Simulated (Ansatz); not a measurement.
**Pd2PtS6: relaxed-ion elastic tensor**

The calculation used DFT PBE, scalar-relativistic, plane waves, PAW (Ansatz). Plane waves to 420 eV; Γ-centred k mesh 6×6×6; fixed occupations. No spin polarisation.

Relaxed structure:
```yaml
crystal:
  lattice:
    - [3.08497, 1.78111, 6.43647]
    - [-3.08497, 1.78111, 6.43647]
    - [0.00000, -3.56221, 6.43647]
  atoms:
    - { symbol: Pd, position: [0.66665, 0.66665, 0.66665] }
    - { symbol: Pd, position: [0.33335, 0.33335, 0.33335] }
    - { symbol: Pt, position: [0.00000, 0.00000, 0.00000] }
    - { symbol: S, position: [0.26902, 0.93605, 0.60290] }
    - { symbol: S, position: [0.93605, 0.60290, 0.26902] }
    - { symbol: S, position: [0.60290, 0.26902, 0.93605] }
    - { symbol: S, position: [0.73098, 0.06395, 0.39710] }
    - { symbol: S, position: [0.39710, 0.73098, 0.06395] }
    - { symbol: S, position: [0.06395, 0.39710, 0.73098] }
```

It was reached by relaxing an invented guess, and it needn't be the stable form of this composition. Spin–orbit coupling is left out, which matters for heavy elements. No dispersion correction is applied, so modes and constants that involve weak contacts between layers, chains or molecules come out too soft.

(1) Give the relaxed-ion elastic constants (GPa, Voigt order xx yy zz yz xz xy, on the Cartesian axes of the cell above).

(2) Is the crystal stable against homogeneous strain?

(3) And the moduli of a polycrystal (Hill averages)?

Results:

(1)
```
114.3  32.0   1.5   0.0   0.2   0.0
 32.0 114.3   1.5   0.0  -0.2   0.0
  1.5   1.5   1.5   0.0   0.0   0.0
  0.0   0.0   0.0   0.3   0.0  -0.2
  0.2  -0.2   0.0   0.0   0.3   0.0
  0.0   0.0   0.0  -0.2   0.0  41.1
```

(2) Yes: the least eigenvalue of the tensor is 0.3 GPa.

(3) B = 17 GPa, G = 11 GPa, E = 27 GPa, ν = 0.24.
